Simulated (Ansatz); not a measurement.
Ga2O3:
```
CELL_PARAMETERS angstrom
      2.99114     0.00000     0.00000
     -1.49557     2.59040     0.00000
      0.00000     0.00000     6.84056
ATOMIC_POSITIONS crystal
  Ga 0.33333 0.66667 0.20412
  Ga 0.66667 0.33333 0.79588
  O  0.00000 0.00000 0.00000
  O  0.33333 0.66667 0.69144
  O  0.66667 0.33333 0.30856
```

r²SCAN (plane waves, PAW; program Ansatz) gives a gap of 3.13 eV without spin–orbit coupling, maximum at Γ, minimum at Γ.

Q: What happens when spin–orbit coupling is switched on?

A: The gap stays essentially unchanged, to 3.13 eV; maximum at Γ, minimum at Γ.

Q: Give the electron effective mass with spin–orbit coupling.

A: 0.27, 0.27, 0.35 mₑ (principal values).

Q: Give the hole effective mass with spin–orbit coupling.

A: 0.33 along z (mₑ).

Space group P-3m1 (La2O3 or Ni2Al3 type). The cell is a constructed one: a structure type filled with these elements; neither database checked (COD, Materials Project) lists it. It is not the phase usual at ambient conditions (space group No. 12, 167). The r²SCAN relaxation kept the symmetry of its start. At this level the phase is mechanically unstable.

Potentials: the earlier of the program's two PAW sets.
